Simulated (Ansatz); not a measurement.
# What a change of settings does: BaCuGe

First run: DFT, r2SCAN, PAW with Ansatz's default frozen-core files, scalar-relativistic (Ansatz 0.2.0).

Command: `ansatz run input.yaml --threads 1 --pin off --max-ram 3072MiB --backend cpu --events-out ev --progress --plain --runs-dir out` It took 65 s on 1 thread of Intel(R) Xeon(R) Platinum 8175M CPU @ 2.50GHz (Skylake/Cascade Lake) (shared host), peak memory 0.79 GiB.

```yaml
crystal:
  lattice:
    - [4.2343221827, 0.0, 0.0]
    - [-2.1171610913, 3.667030578, 0.0]
    - [0.0, 0.0, 5.04550393]
  atoms:
    - { symbol: Ba, position: [0.0, 0.0, 0.0] }
    - { symbol: Cu, position: [0.1933333333, 0.5966666667, 0.5] }
    - { symbol: Ge, position: [0.8066666667, 0.4033333333, 0.5] }
kpoints:
  mp_grid: { grid: [8, 8, 6] }
scf:
  occupations: { method: fermi_dirac, width: 0.05 }
hamiltonian:
  xc: r2scan
  pseudopotentials: { kind: paw }
output:
  forces: true
  stress: true
  eigenvalues: true
  efg: { contact_densities: true }
  populations: true
  write_density: true
  write_potential: true
  elf: true
  volumetric_format: npy
```

The cell is Materials Project entry mp-1227964, used as a structure alone.

This run: one bond, the shortest of the undistorted cell, set to 1.418 Å.

It converges in 11 SCF iterations at a pressure of 60.0 GPa, largest force 61.329 eV/Å, cutoff 500 eV.

The input is then changed:

```diff
   occupations: { method: fermi_dirac, width: 0.05 }
+  mixing: { preconditioner: none }
+  lower_state_search: standard
 hamiltonian:
   populations: true
-  write_density: true
-  write_potential: true
-  elf: true
-  volumetric_format: npy
```

**Question.** Predict the outcome of the changed run.

**Answer.** It converges in 8 SCF iterations at a pressure of 60.0 GPa, largest force 61.329 eV/Å, cutoff 500 eV, free energy 0.0 meV/atom against the first run's.
